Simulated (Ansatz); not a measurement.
Ge in space group P6/mmm (No. 191; Ge on 1b) at seven volumes, PBEsol in the plane-wave PAW code Ansatz, shape and atoms relaxed at each. One row is withheld.

| V (Å³/atom) | P (GPa) |
|---|---|
| 16.730 | 9.37 |
| 17.281 | 5.69 |
| 17.833 | 2.56 |
| 18.384 | 0.00 |
| 18.936 | -2.07 |
| 19.488 | -3.80 |
| 20.039 | ? |

Fit the shown pressures and predict the withheld one.

Third-order Birch–Murnaghan: P = (3/2)B₀(x^(7/2) − x^(5/2))[1 + (3/4)(B′ − 4)(x − 1)] with x = (V₀/V)^(2/3). Least squares on the six rows gives V₀ = 18.390 Å³/atom, B₀ = 76.80 GPa, B′ = 5.41. At V = 20.039, x = 0.9444 and P = -5.23 GPa. The run itself gave -5.38 GPa.

The workflow started from a Materials Project entry (that database holds measured and hypothetical structures alike); the Crystallography Open Database copy checked does not list it. It is not the phase usual at ambient conditions (space group No. 227). The PBEsol relaxation kept the symmetry of its start; its stability against distortions is not shown here.

Potentials: the later of the program's two PAW sets.
